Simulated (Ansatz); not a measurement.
V$_{2}$O$_{5}$:
```yaml
crystal:
  lattice:
    - [6.27235, 0.00000, 0.00000]
    - [0.00000, 3.53289, 0.00000]
    - [-0.04282, 0.00000, 7.13330]
  atoms:
    - { symbol: V, position: [0.74230, 0.25000, 0.72130] }
    - { symbol: V, position: [0.25770, 0.75000, 0.27870] }
    - { symbol: V, position: [0.19566, 0.25000, 0.90059] }
    - { symbol: V, position: [0.80434, 0.75000, 0.09941] }
    - { symbol: O, position: [0.73891, 0.75000, 0.80675] }
    - { symbol: O, position: [0.26109, 0.25000, 0.19325] }
    - { symbol: O, position: [0.03677, 0.25000, 0.70238] }
    - { symbol: O, position: [0.96323, 0.75000, 0.29762] }
    - { symbol: O, position: [0.43907, 0.25000, 0.82441] }
    - { symbol: O, position: [0.56093, 0.75000, 0.17559] }
    - { symbol: O, position: [0.14659, 0.75000, 0.96746] }
    - { symbol: O, position: [0.85341, 0.25000, 0.03254] }
    - { symbol: O, position: [0.67849, 0.25000, 0.50971] }
    - { symbol: O, position: [0.32151, 0.75000, 0.49029] }
```

This is the r²SCAN+D4-relaxed structure. Tensor components refer to the Cartesian frame of this cell.

All from plane-wave PAW r²SCAN+D4 (Ansatz code), unless another level is named. Predict the formation energy from the elements (no fitted shifts).

-2.44 eV/atom.

And the band gap?

1.81 eV (indirect).

What about the HSE06 gap on the r²SCAN+D4 cell?

2.90 eV.

Predict the weight of the conduction-edge state by species (Voronoi cells).

V 88 %, O 12 %.

Give the conduction-band minimum.

at B (k = 0.000, 0.000, 0.500).

Give the valence-band maximum.

on the A–E line, 94 % of the way from A (k = -0.500, 0.469, -0.500).

Space group P2_1/m. The first step of the workflow began from a Materials Project structure, measured or hypothetical; the Crystallography Open Database copy checked does not list it. COD files the formula under space group No. 31, 59, so this cell is another polymorph or a model. Whether it is the stable phase at ambient conditions was not checked. Symmetry was held in the r²SCAN+D4 relaxation; whether a distortion lowers the energy is not shown. No spin polarisation was allowed. No Hubbard U is applied. The references are the lowest solids computed at this level, not always the standard phases (solids in place of the gases).

Potentials: the later of the program's two PAW sets.
